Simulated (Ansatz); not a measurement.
Sensitivity of the gradients in MoS2 with hydrogen replacing S to the input

Cell: a supercell of MoS2 (space group P6_3/mmc) built from an entry of the Crystallography Open Database (COD), with all atoms left at the host's positions.

Space group P3m1 (No. 156); a = 6.3380, c = 12.3240 Å, γ = 120.00°.

| site | Wyckoff | site symmetry | x | y | z |
| --- | --- | --- | --- | --- | --- |
| Mo1 | 1a | 3m. | 0.0000 | 0.0000 | 0.2500 |
| Mo2 | 3d | .m. | 0.0000 | 0.5000 | 0.2500 |
| Mo5 | 3d | .m. | 0.1667 | 0.8333 | 0.7500 |
| Mo8 | 1c | 3m. | 0.6667 | 0.3333 | 0.7500 |
| H | 1a | 3m. | 0.0000 | 0.0000 | 0.6230 |
| S10 | 3d | .m. | 0.0000 | 0.5000 | 0.6230 |
| S13 | 3d | .m. | 0.1667 | 0.8333 | 0.1230 |
| S16 | 1c | 3m. | 0.6667 | 0.3333 | 0.1230 |
| S17 | 1a | 3m. | 0.0000 | 0.0000 | 0.8770 |
| S18 | 3d | .m. | 0.0000 | 0.5000 | 0.8770 |
| S21 | 3d | .m. | 0.1667 | 0.8333 | 0.3770 |
| S24 | 1c | 3m. | 0.6667 | 0.3333 | 0.3770 |

One atom of each set is listed.

Reference run. All values are calculated (Ansatz; DFT, PBE, plane waves and PAW, scalar-relativistic, 420 eV cutoff, Γ-centred 4×4×2 k-points, Fermi–Dirac smearing 0.01 eV, cell charge +1), not measured.

**Question.** The input is changed as follows: `kpoints.mp_grid.grid`: [4, 4, 2] → [1, 1, 1]; `scf.max_iter`: not typed → 75. What happens to V_zz (10²¹ V/m²) and η?

**Answer.** 

```csv
site,V_zz reference,η reference,V_zz changed,η changed
Mo1,-6.92,0.00,-4.75,0.00
Mo2,-6.95,0.01,-4.59,0.03
Mo5,-11.32,0.69,14.16,0.76
Mo8,-9.41,0.00,-7.99,0.00
H,-0.043,0.00,0.033,0.00
S10,-4.02,0.60,-12.27,0.72
S13,-4.77,0.01,-10.06,0.00
S16,-4.74,0.00,-9.89,0.00
S17,-4.62,0.00,-11.93,0.00
S18,-6.60,0.53,-13.61,0.64
S21,-5.00,0.01,-10.23,0.00
S24,-4.58,0.00,-9.72,0.00
```

The largest change of V_zz along a kept axis is on S10, from -4.02 to -12.27. V_zz changes sign on H (same axis). On Mo5 the largest principal value lies along another axis in the second run, so the two V_zz can't be compared directly. SCF iterations: 16 and 20. The changed input holds the Γ point alone as its k-mesh, so its numbers aren't properties of the crystal.

On the reference run: The run isn't spin-polarised, and a state with spin may lie lower. The defect repeats with the cell of 24 atoms, so it feels its images: sites between two images don't show the values beside a lone defect, and zeros or small values of η there can come from the images' arrangement. Mo and S carry a gradient in the pure host already, so the values there aren't the defect's effect alone. A uniform background compensates the cell's charge. The defect cell has no gap above 0.1 eV on its mesh, so the values can hang on the smearing and the k-mesh. Without spin–orbit coupling (the program notes it for Mo) the gradients can shift somewhat, as the gap is small. The neighbours have not yet relaxed around the defect (largest force 1.7 eV/Å), so a real crystal will differ.
